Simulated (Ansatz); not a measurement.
SnGe:
```yaml
crystal:
  lattice:
    - [4.36922, 0.00000, 0.00000]
    - [0.00000, 4.40543, 0.00000]
    - [0.00000, 0.00000, 6.26222]
  atoms:
    - { symbol: Ge, position: [0.75000, 0.00000, 0.89027] }
    - { symbol: Ge, position: [0.25000, 0.00000, 0.10973] }
    - { symbol: Sn, position: [0.25000, 0.50000, 0.35693] }
    - { symbol: Sn, position: [0.75000, 0.50000, 0.64307] }
```

Relaxed with plane-wave PAW PBE (Ansatz code). Indices refer to the conventional cell of Pmma, a = 4.3692 Å, b = 4.4054 Å, c = 6.2622 Å, α = 90.00°, β = 90.00°, γ = 90.00°.

Question: Simulate the powder diffraction pattern (Cu Kα, λ = 1.54184 Å; lines above 1 %) up to 2θ = 90°.

Answer: Simulated powder pattern, Cu Kα, λ = 1.54184 Å (kinematic, ideal powder, no thermal factors, no anomalous dispersion; the 30 strongest lines at most, above 1 %, up to 2θ = 90°):

```json
[
 {"2θ (°)": "20.16", "d (Å)": "4.405", "I/Imax (%)": "7.8", "hkl": "(010)"},
 {"2θ (°)": "24.71", "d (Å)": "3.603", "I/Imax (%)": "89", "hkl": "(011)"},
 {"2θ (°)": "24.85", "d (Å)": "3.583", "I/Imax (%)": "100", "hkl": "(101)"},
 {"2θ (°)": "32.20", "d (Å)": "2.780", "I/Imax (%)": "10", "hkl": "(111)"},
 {"2θ (°)": "35.16", "d (Å)": "2.552", "I/Imax (%)": "3.4", "hkl": "(012)"},
 {"2θ (°)": "35.26", "d (Å)": "2.545", "I/Imax (%)": "3.5", "hkl": "(102)"},
 {"2θ (°)": "40.95", "d (Å)": "2.204", "I/Imax (%)": "96", "hkl": "(112)"},
 {"2θ (°)": "40.97", "d (Å)": "2.203", "I/Imax (%)": "25", "hkl": "(020)"},
 {"2θ (°)": "41.33", "d (Å)": "2.185", "I/Imax (%)": "24", "hkl": "(200)"},
 {"2θ (°)": "43.35", "d (Å)": "2.087", "I/Imax (%)": "2.9", "hkl": "(003)"},
 {"2θ (°)": "48.24", "d (Å)": "1.886", "I/Imax (%)": "17", "hkl": "(013)"},
 {"2θ (°)": "48.32", "d (Å)": "1.883", "I/Imax (%)": "11", "hkl": "(103)"},
 {"2θ (°)": "48.51", "d (Å)": "1.877", "I/Imax (%)": "32", "hkl": "(121)"},
 {"2θ (°)": "48.75", "d (Å)": "1.868", "I/Imax (%)": "28", "hkl": "(211)"},
 {"2θ (°)": "59.00", "d (Å)": "1.566", "I/Imax (%)": "6.9", "hkl": "(004)"},
 {"2θ (°)": "59.60", "d (Å)": "1.551", "I/Imax (%)": "16", "hkl": "(220)"},
 {"2θ (°)": "65.17", "d (Å)": "1.432", "I/Imax (%)": "9.0", "hkl": "(123)"},
 {"2θ (°)": "65.26", "d (Å)": "1.430", "I/Imax (%)": "5.7", "hkl": "(031)"},
 {"2θ (°)": "65.36", "d (Å)": "1.428", "I/Imax (%)": "13", "hkl": "(213)"},
 {"2θ (°)": "65.84", "d (Å)": "1.419", "I/Imax (%)": "6.3", "hkl": "(301)"},
 {"2θ (°)": "74.33", "d (Å)": "1.276", "I/Imax (%)": "6.9", "hkl": "(024)"},
 {"2θ (°)": "74.58", "d (Å)": "1.273", "I/Imax (%)": "6.8", "hkl": "(204)"},
 {"2θ (°)": "74.62", "d (Å)": "1.272", "I/Imax (%)": "16", "hkl": "(132)"},
 {"2θ (°)": "75.10", "d (Å)": "1.265", "I/Imax (%)": "15", "hkl": "(312)"},
 {"2θ (°)": "79.63", "d (Å)": "1.204", "I/Imax (%)": "3.5", "hkl": "(105)"},
 {"2θ (°)": "79.86", "d (Å)": "1.201", "I/Imax (%)": "3.7", "hkl": "(033)"},
 {"2θ (°)": "80.25", "d (Å)": "1.196", "I/Imax (%)": "6.2", "hkl": "(231)"},
 {"2θ (°)": "80.54", "d (Å)": "1.193", "I/Imax (%)": "7.0", "hkl": "(321)"},
 {"2θ (°)": "83.18", "d (Å)": "1.161", "I/Imax (%)": "2.9", "hkl": "(115)"},
 {"2θ (°)": "88.80", "d (Å)": "1.102", "I/Imax (%)": "8.8", "hkl": "(224)"}
]
```

The start of the workflow was typed in or built on a structure type; neither database checked (COD, Materials Project) lists it. Its standing as an ambient phase is unchecked. Symmetry was held in the PBE relaxation; whether a distortion lowers the energy is not shown. Spin–orbit coupling is left out wherever it is not named.

Potentials: the earlier of the program's two PAW sets.
